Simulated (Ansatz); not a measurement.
This run works on a generated trial structure, not on a known crystal.

Input and command of a plane-wave DFT calculation in Ansatz:

```yaml
crystal:
  lattice:
    - [3.47156375, 0.0, 0.0]
    - [0.0, 3.47156375, 0.0]
    - [0.0, 0.0, 3.51034728]
  atoms:
    - { symbol: Pt, position: [0.5, 0.0, 0.74132264] }
    - { symbol: Pt, position: [0.0, 0.5, 0.25867736] }
    - { symbol: C, position: [0.0, 0.0, 0.0] }
basis:
  ecutwfc: 420
kpoints:
  mp_grid: { grid: [6, 6, 6] }
hamiltonian:
  xc: pbe
scf:
  occupations: { method: gaussian, width: 0.1 }
  lower_state_search: "off"
output:
  forces: true
  stress: true
  eigenvalues: true
relax:
  adjacent_minimum: "off"
  f_tol: 0.04
  max_steps: 70
  cell: { stress_tol: 0.4 }
```

```bash
ansatz run input.yaml --threads 1 --pin off --max-ram 2560MiB --backend cpu --events-out ev --progress --plain --runs-dir out
```

Processor: Arm Neoverse V1, 1 thread, on a host shared with other jobs.

Q: Estimate time, memory and problem size.

A: About 74 s, peak memory 0.34 GiB. It solves 24 bands at 40 k points (after reduction by symmetry) with about 797 plane waves (on the last cell), in 116 SCF iterations over 19 ionic steps.
